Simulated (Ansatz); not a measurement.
This run works on a generated trial structure, not on a known crystal.

Input and command of a plane-wave DFT calculation in Ansatz:

```yaml
crystal:
  lattice:
    - [5.39899459, 0.0, 0.0]
    - [-2.69949729, 4.67566647, 0.0]
    - [0.0, 0.0, 6.0027854]
  atoms:
    - { symbol: Rb, position: [0.33333333, 0.66666667, 0.0] }
    - { symbol: Rb, position: [0.66666667, 0.33333333, 0.0] }
    - { symbol: Zr, position: [0.0, 0.0, 0.5] }
    - { symbol: H, position: [0.33333333, 0.66666667, 0.5] }
    - { symbol: H, position: [0.66666667, 0.33333333, 0.5] }
    - { symbol: H, position: [0.0, 0.0, 0.74433934] }
    - { symbol: H, position: [0.0, 0.0, 0.25566066] }
basis:
  ecutwfc: 420
kpoints:
  mp_grid: { grid: [3, 3, 2] }
hamiltonian:
  xc: pbe
scf:
  occupations: { method: gaussian, width: 0.15 }
  lower_state_search: "off"
output:
  forces: true
  stress: true
  eigenvalues: true
relax:
  adjacent_minimum: "off"
  f_tol: 0.08
  max_steps: 16
  cell: { stress_tol: 0.8 }
```

```bash
ansatz run input.yaml --threads 1 --pin off --max-ram 2560MiB --backend cpu --events-out ev --progress --plain --runs-dir out
```

Processor: Intel(R) Xeon(R) Processor @ 2.50GHz (Skylake/Cascade Lake), 1 thread, on a host shared with other jobs.

Estimate time, memory and problem size.

About 81 s, peak memory 0.4 GiB. It solves 24 bands at 6 k points (after reduction by symmetry) with about 2433 plane waves (on the last cell), in 47 SCF iterations over 7 ionic steps.
